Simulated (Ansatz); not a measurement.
Space group I4/mmm (No. 139). a = 3.882 Å, b = 3.882 Å, c = 11.257 Å, α = 90.00°, β = 90.00°, γ = 90.00°
```tsv
atom	site	symmetry	x	y	z
Ba	2a	4/mmm	0.0000	0.0000	0.0000
B	4e	4mm	0.0000	0.0000	0.3195
Rh	4d	-4m2	0.0000	0.5000	0.2500
```

Equation of state of this BaB$_{2}$Rh$_{2}$ structure (not necessarily the ground state), with shape and atoms relaxed at each volume where symmetry leaves them free. It has no gap at any of these volumes. Level of theory: DFT PBEsol, scalar-relativistic, plane waves, PAW (Ansatz 0.2.0).

Settings: cutoff 420 eV, Γ-centred mesh 12×12×12 on the computed 5-atom cell, Gaussian smearing of 0.10 eV; no spin polarisation.

```json
{"V (Å³/atom)": "14.928", "E − E(largest V) (meV/atom)": "44.63", "P (GPa)": "14.93"}
{"V (Å³/atom)": "15.437", "E − E(largest V) (meV/atom)": "4.77", "P (GPa)": "10.36"}
{"V (Å³/atom)": "15.946", "E − E(largest V) (meV/atom)": "-21.58", "P (GPa)": "6.38"}
{"V (Å³/atom)": "16.455", "E − E(largest V) (meV/atom)": "-36.16", "P (GPa)": "2.94"}
{"V (Å³/atom)": "16.964", "E − E(largest V) (meV/atom)": "-40.60", "P (GPa)": "-0.02"}
{"V (Å³/atom)": "17.473", "E − E(largest V) (meV/atom)": "-36.38", "P (GPa)": "-2.52"}
{"V (Å³/atom)": "17.981", "E − E(largest V) (meV/atom)": "-24.84", "P (GPa)": "-4.65"}
{"V (Å³/atom)": "18.660", "E − E(largest V) (meV/atom)": "0.00", "P (GPa)": "-6.99"}
```

Q: Fit a third-order Birch–Murnaghan equation to E(V).

A: V0 = 16.96 Å³/atom, B0 = 90 GPa, B0' = 4.2.

Spin-orbit coupling is left out, which matters for the bands of heavy elements.